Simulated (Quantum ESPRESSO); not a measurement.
## Band energies of LuAgO2 at -3 % isotropic strain

```
CELL_PARAMETERS angstrom
      1.64284     0.94850     5.97850
     -1.64284     0.94850     5.97850
      0.00000    -1.89699     5.97850
ATOMIC_POSITIONS crystal
  O  0.88992 0.88992 0.88992
  O  0.11008 0.11008 0.11008
  Ag 0.00000 0.00000 0.00000
  Lu 0.50000 0.50000 0.50000
```

PBEsol (pw.x of Quantum ESPRESSO, ONCV potentials, no spin-orbit coupling); path ΓLB1,BZΓX,QFP1Z,LP; energies in eV from the valence-band maximum.

| k (1/Å) | point | band 24 | band 25 | band 26 | band 27 | band 28 | band 29 | band 30 | band 31 |
|---|---|---|---|---|---|---|---|---|---|
| 0.00 | Γ | -2.06 | -2.03 | -1.28 | -0.86 | -0.86 | 2.44 | 6.07 | 6.07 |
| 0.34 |  | -2.09 | -1.90 | -1.30 | -1.11 | -0.97 | 2.85 | 5.50 | 6.54 |
| 0.78 |  | -2.04 | -2.01 | -1.36 | -0.82 | -0.74 | 3.37 | 4.92 | 6.43 |
| 1.12 | L | -2.13 | -2.10 | -0.90 | -0.66 | 0.00 | 2.70 | 4.83 | 6.34 |
| 1.23 |  | -2.12 | -2.10 | -0.89 | -0.72 | -0.01 | 2.78 | 4.92 | 6.27 |
| 1.59 |  | -2.09 | -2.06 | -1.32 | -0.82 | -0.11 | 3.79 | 5.70 | 5.88 |
| 1.82 | B1 | -2.06 | -1.98 | -1.63 | -0.86 | -0.19 | 4.66 | 5.05 | 6.20 |
| 1.82 | B | -2.06 | -1.98 | -1.63 | -0.86 | -0.19 | 4.66 | 5.05 | 6.20 |
| 1.93 |  | -2.02 | -1.96 | -1.65 | -0.93 | -0.21 | 4.36 | 4.98 | 6.07 |
| 2.37 |  | -2.12 | -1.98 | -1.20 | -0.94 | -0.86 | 3.16 | 5.51 | 5.72 |
| 2.70 |  | -2.15 | -2.01 | -1.57 | -0.63 | -0.43 | 3.72 | 4.72 | 5.74 |
| 3.03 | Z | -2.17 | -2.03 | -1.71 | -0.22 | -0.22 | 4.00 | 4.09 | 5.99 |
| 3.14 |  | -2.17 | -2.03 | -1.68 | -0.27 | -0.27 | 3.68 | 4.40 | 5.99 |
| 3.56 | Γ | -2.06 | -2.03 | -1.28 | -0.86 | -0.86 | 2.44 | 6.07 | 6.07 |
| 3.86 |  | -2.09 | -1.88 | -1.22 | -1.14 | -1.01 | 2.78 | 5.63 | 6.32 |
| 4.26 |  | -2.00 | -1.62 | -1.61 | -1.42 | -0.78 | 3.46 | 5.56 | 6.02 |
| 4.66 |  | -2.08 | -1.99 | -1.45 | -0.74 | -0.28 | 3.88 | 5.99 | 6.00 |
| 4.86 | X | -2.08 | -1.97 | -1.63 | -0.85 | -0.19 | 4.56 | 5.20 | 6.22 |
| 4.86 | Q | -2.08 | -1.97 | -1.63 | -0.85 | -0.19 | 4.56 | 5.20 | 6.22 |
| 5.27 |  | -2.07 | -1.77 | -1.51 | -1.30 | -0.35 | 3.56 | 5.06 | 6.08 |
| 5.47 | F | -2.08 | -1.70 | -1.46 | -1.34 | -0.39 | 3.32 | 4.88 | 6.21 |
| 5.47 | P1 | -2.08 | -1.98 | -1.26 | -1.02 | -0.30 | 3.05 | 4.92 | 6.24 |
| 5.56 |  | -2.08 | -1.99 | -1.32 | -0.96 | -0.31 | 2.91 | 4.98 | 6.28 |
| 5.82 |  | -2.10 | -1.99 | -1.31 | -0.84 | -0.77 | 2.95 | 5.04 | 6.30 |
| 6.17 |  | -2.15 | -2.01 | -1.55 | -0.69 | -0.43 | 3.67 | 4.75 | 5.77 |
| 6.52 | Z | -2.17 | -2.03 | -1.71 | -0.22 | -0.22 | 4.00 | 4.09 | 5.99 |
| 6.52 | L | -2.13 | -2.10 | -0.90 | -0.66 | 0.00 | 2.70 | 4.83 | 6.34 |
| 6.87 | P | -2.08 | -1.98 | -1.26 | -1.02 | -0.30 | 3.05 | 4.92 | 6.24 |

The PBEsol gap is indirect, 2.44 eV, from L to Γ; the smallest direct gap is 2.70 eV.

Spin-orbit splittings are left out. The 4f states are in the valence at their DFT position.

Geometry strained from the cell relaxed with PBEsol, atoms relaxed again.

The structure is a Materials Project entry; no match was found in the copy of COD used, and its stability was not checked.
